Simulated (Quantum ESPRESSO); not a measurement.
## Band energies of Re

```xyz
2
Lattice="2.7653 0.0000 0.0000 -1.3827 2.3949 0.0000 0.0000 0.0000 4.4736" Properties=species:S:1:pos:R:3 pbc="T T T"
Re     0.0000     1.5966     1.1184
Re     1.3827     0.7983     3.3552
```

norm-conserving LDA (Quantum ESPRESSO, 72 Ry, scalar-relativistic); path ΓMKΓALHA,LM,KH; energies in eV from the Fermi level.

```
k (1/Å)  point  band 11  band 12  band 13  band 14  band 15  band 16  band 17  band 18
-------  -----  -------  -------  -------  -------  -------  -------  -------  -------
0.00         Γ    -1.58    -1.56    -1.56    -0.74    -0.74     0.20     0.20     0.67
0.44              -2.76    -1.95    -1.45    -0.55    -0.50    -0.41    -0.19     0.21
0.98              -4.69    -2.36    -1.67    -1.16    -1.04     2.79     2.97     3.27
1.31         M    -5.17    -1.90    -1.66    -1.36    -0.60     3.96     4.33     4.48
1.53              -5.15    -2.02    -1.94    -1.42    -0.53     3.85     3.90     4.12
2.07         K    -3.97    -3.28    -2.10    -2.10    -0.03     2.99     2.99     3.46
2.57              -4.03    -3.97    -2.29    -1.22    -0.95     1.21     3.24     3.75
3.08              -3.05    -2.30    -1.53    -1.07    -0.42    -0.14     0.02     0.68
3.48              -1.81    -1.51    -1.35    -0.79    -0.69     0.12     0.13     0.46
3.58         Γ    -1.58    -1.56    -1.56    -0.74    -0.74     0.20     0.20     0.67
4.05              -2.18    -1.81    -1.81    -1.67    -1.34    -1.34     1.56     1.56
4.29         A    -2.35    -2.35    -1.68    -1.68    -1.68    -1.68     2.52     2.52
4.59              -2.88    -2.88    -1.71    -1.71    -1.29    -1.29     2.43     2.43
5.09              -3.64    -3.64    -1.27    -1.27     0.17     0.17     2.77     2.77
5.60         L    -4.05    -4.05     0.39     0.39     0.96     0.96     4.26     4.26
6.14              -3.39    -3.39    -2.08    -2.08     0.30     0.30     3.52     3.52
6.36         H    -3.66    -3.66    -2.10    -2.10     0.06     0.06     3.33     3.33
6.54              -3.39    -3.39    -2.15    -2.15    -0.01    -0.01     3.57     3.57
7.02              -3.26    -3.26    -2.43    -2.43    -0.10    -0.10     3.55     3.55
7.49              -3.07    -3.07    -1.81    -1.81    -1.07    -1.07     2.37     2.37
7.87         A    -2.35    -2.35    -1.68    -1.68    -1.68    -1.68     2.52     2.52
7.87         L    -4.05    -4.05     0.39     0.39     0.96     0.96     4.26     4.26
8.37              -4.52    -2.98    -1.70    -0.68     0.07     3.64     4.10     4.46
8.57         M    -5.17    -1.90    -1.66    -1.36    -0.60     3.96     4.33     4.48
8.57         K    -3.97    -3.28    -2.10    -2.10    -0.03     2.99     2.99     3.46
8.77              -4.07    -3.27    -2.11    -2.11    -0.09     2.76     3.11     3.11
9.27         H    -3.66    -3.66    -2.10    -2.10     0.06     0.06     3.33     3.33
```

A metal at this level: along this path bands 13, 14, 15, 16, 17 cross the Fermi level.

Spin-orbit coupling is left out; for elements this heavy it splits bands near the Fermi level.

Geometry of the Materials Project entry, not relaxed at this level.
